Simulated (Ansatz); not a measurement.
Au (fcc, Cu type)

```
Au
1.0
    4.15726     0.00000     0.00000
    0.00000     4.15726     0.00000
    0.00000     0.00000     4.15726
Au
4
Cartesian
  0.00000   0.00000   0.00000
  2.07863   2.07863   0.00000
  2.07863   0.00000   2.07863
  0.00000   2.07863   2.07863
```

In each cell atom 3 (Au, nearest neighbour Au at 2.940 Å; its periodic images, 4.2 Å or more away, move with it) moves by s·(-0.707, -0.707, 0.000) (towards the nearest neighbour), the rest being held.

Level of theory: PBE (plane waves to 420 eV, PAW, scalar-relativistic; Ansatz, an electronic-structure program). k mesh 9×9×9 (Γ-centred), Fermi-Dirac smearing 0.05 eV. E stands for the smeared free energy. With partly filled bands, energies and forces of such displacements shift with the k mesh and the smearing. Au was relaxed with its symmetry unable to fall. Spin-orbit coupling is left out, though Au is heavy. The PAW data are Ansatz's earlier set. The zero of ΔE is the undisplaced structure. The last digit holds for this mesh only.

| s (Å) | ΔE (meV/cell) |
|---|---|
| -0.880 | 4888.2 |
| -0.704 | 2309.9 |
| -0.528 | withheld |
| -0.352 | 381.2 |
| -0.176 | 85.8 |
| 0.000 | 0.0 |
| 0.176 | 85.8 |
| 0.352 | 381.2 |
| 0.528 | withheld |
| 0.704 | 2309.9 |
| 0.880 | 4888.2 |

Task: Fit an even polynomial form (powers 2, 4, 6) to the given rows and predict ΔE at s = 0.528.

Result: Least squares on the 9 given rows: ΔE = (2703)·s² + (2687)·s⁴ + (2549)·s⁶, in meV/cell with s in Å; root-mean-square residual 0.30 meV/cell. At 0.528 the fit gives 1017.6 meV/cell; the calculation gives 1020.4 meV/cell, so the interpolation is off by -2.8 (-0.3 %). The quadratic term alone would give 753.6 meV/cell.

(For displaced atoms, the force is minus the slope of the energy, and its curvature is a force constant, which sets phonon frequencies.)
